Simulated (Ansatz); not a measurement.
Here is the system:

Ta$_{2}$O$_{5}$:
```yaml
crystal:
  lattice:
    - [3.81022, 0.00000, 0.00000]
    - [0.00000, 3.83706, 0.00000]
    - [-1.89905, 0.00000, 6.45976]
  atoms:
    - { symbol: Ta, position: [0.64637, 0.00000, 0.79239] }
    - { symbol: Ta, position: [0.35363, 0.00000, 0.20761] }
    - { symbol: O, position: [0.65115, 0.50000, 0.80063] }
    - { symbol: O, position: [0.34885, 0.50000, 0.19937] }
    - { symbol: O, position: [0.18561, 0.00000, 0.87072] }
    - { symbol: O, position: [0.81439, 0.00000, 0.12928] }
    - { symbol: O, position: [0.50000, 0.00000, 0.50000] }
```

This is the LDA-relaxed structure. Cartesian axes are those of the cell as given.

Problem. All from LDA (plane waves, PAW; program Ansatz), unless another level is named. Estimate the formation energy from the elements (no fitted shifts).

Solution. -2.93 eV/atom.

Problem. Give the smallest direct gap on the standard path.

Solution. 2.73 eV.

Problem. And the electron effective mass?

Solution. 0.22, 0.31, 10 mₑ (principal values).

Problem. Next, the weight of the valence-edge state by species (Voronoi cells)?

Solution. O 99 %.

Problem. What about the valence-band maximum?

Solution. at E (k = 0.500, 0.500, 0.500).

Problem. Give the weight of the conduction-edge state by species (Voronoi cells).

Solution. Ta 69 %, O 31 %.

Space group Cmmm. The first step of the workflow began from a Materials Project structure, measured or hypothetical; the Crystallography Open Database copy checked does not list it. COD files the formula under space group No. 49, so this cell is another polymorph or a model. Whether it is the stable phase at ambient conditions was not checked. The cell was relaxed with LDA under the symmetry of its start; of distortions, only those at the zone centre were tested. The run is not spin-polarised. The references are the lowest solids computed at this level, not always the standard phases (solids in place of the gases). Spin–orbit coupling is left out wherever it is not named.

Potentials: the later of the program's two PAW sets.
